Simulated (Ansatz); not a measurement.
Input:

Si (diamond, Fd-3m), a = b = c = 5.422 Å, α = β = γ = 90.00°; the cell used has 2 atoms.

This is the PBE+D3(BJ)-relaxed structure.

Q: All from DFT-PBE+D3(BJ) in the program Ansatz with PAW potentials, unless another level is named. Predict the band gap.

A: 0.56 eV (indirect).

Q: What about the smallest direct gap on the standard path?

A: 2.56 eV.

Q: Next, the valence-band maximum?

A: at Γ.

Q: What about the conduction-band minimum?

A: on the Γ–X line, 84 % of the way from Γ (6 equivalent valleys).

Symmetry was held in the PBE+D3(BJ) relaxation.

Potentials: the later of the program's two PAW sets.
